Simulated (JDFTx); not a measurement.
**Report: Ag(111) in implicit electrolytes**

System: Ag(111) (Fm-3m bulk; lattice of mp-124, not re-optimised at this level), 1x1 cell of 3 atoms in 3 planes, area 7.29 Å² a face, 4.8 Å between the outermost planes in a cell 20.7 Å high; k mesh 8×8×1, Fermi width 0.01 Ha, no spin polarisation.

Computed with JDFTx (a modified build): PBE, GBRV ultrasoft potentials, plane waves to 20/100 Ha. Outer atoms relaxed in vacuum, keeping the start's symmetry. The same nuclei were then put into each liquid, at zero charge and at set potentials or charges. The surface is an ideal bare cut with both faces alike: no reconstruction, overlayer or explicit solvent molecules. The electron chemical potential μ is absolute (zero in the bulk liquid) and is turned into a potential by U = −μ/e − 4.44 V vs SHE, a convention. Convergence in thickness and k mesh wasn't tested for this slab.

In vacuum the work function is 4.58 eV, which would put the uncharged electrode at 0.14 V vs SHE if the liquid did nothing. Each liquid moves the Fermi level of the neutral slab, now counted from the bulk liquid: linear PCM (GLSSA13), water, 0.5 M KF by 0.26 eV, to a potential of zero charge of -0.12 V; CANDLE, acetonitrile, 1 M KCl by 0.21 eV, to a potential of zero charge of -0.07 V. Outside water the SHE scale is nominal.

Charging:

```
liquid                       U − U_pzc (V)  σ (μC/cm²)  σ/(U − U_pzc) (μF/cm²)  Δγ (mJ/m²)
---------------------------  -------------  ----------  ----------------------  ----------
linear PCM (GLSSA13), water          -0.88       -11.9                      14         -54
linear PCM (GLSSA13), water          -0.68        -9.4                      14         -32
linear PCM (GLSSA13), water          -0.13        -1.8                      15          -1
linear PCM (GLSSA13), water           0.26         4.0                      16          -5
linear PCM (GLSSA13), water           0.32         5.1                      16          -8
linear PCM (GLSSA13), water           0.72        12.2                      17         -42
CANDLE, acetonitrile                  0.62         6.2                      10         -19
```

The mean capacitance runs from 10 to 17 μF/cm². Δγ, the grand free energy per area against the neutral surface, is negative throughout, since charging at a held potential lowers it. The cavity function reaches one half at 2.5 Å (linear PCM (GLSSA13), water), 3.9 Å (CANDLE, acetonitrile) above the top atoms; the models define their cavities differently. CANDLE's negatively charged runs are left out, as they depend on the cell height. No specific adsorption of ions or solvent is in these numbers.
